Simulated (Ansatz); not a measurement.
Consider the following.

SnTe₂:
```cif
data_Sn3Te6
_chemical_formula_sum 'Sn3 Te6'
_space_group_name_H-M_alt 'R-3m :H'
_space_group_IT_number 166
_space_group_name_Hall '-R 3 2"'
_cell_length_a 4.16546
_cell_length_b 4.16546
_cell_length_c 19.21055
_cell_angle_alpha 90.000
_cell_angle_beta 90.000
_cell_angle_gamma 120.000
loop_
_atom_site_label
_atom_site_type_symbol
_atom_site_symmetry_multiplicity
_atom_site_Wyckoff_symbol
_atom_site_fract_x
_atom_site_fract_y
_atom_site_fract_z
_atom_site_occupancy
Sn1 Sn 3 a 0.00000 0.00000 0.00000 1
Te1 Te 6 c 0.00000 0.00000 0.24276 1
```
(The calculation used a cell of 3 atoms; values per cell refer to that cell.)

This is the r²SCAN+D4-relaxed structure.

Question: All from the program Ansatz at the r²SCAN+D4 level (PAW), unless another level is named. Give the electronic character.

Answer: metallic (no gap).

Question: What about the density of states at the Fermi level?

Answer: 0.49 states/eV per atom (mean over ±0.08 eV).

Question: Predict the formation energy from the elements (no fitted shifts).

Answer: -0.13 eV/atom.

A made-up cell: these elements were put on the sites of a structure type; neither database checked (COD, Materials Project) lists it. Its standing as an ambient phase is unchecked. Symmetry was held in the r²SCAN+D4 relaxation; whether a distortion lowers the energy is not shown. The references are the lowest solids computed at this level, not always the standard phases. Spin–orbit coupling is left out wherever it is not named.

Potentials: the later of the program's two PAW sets.
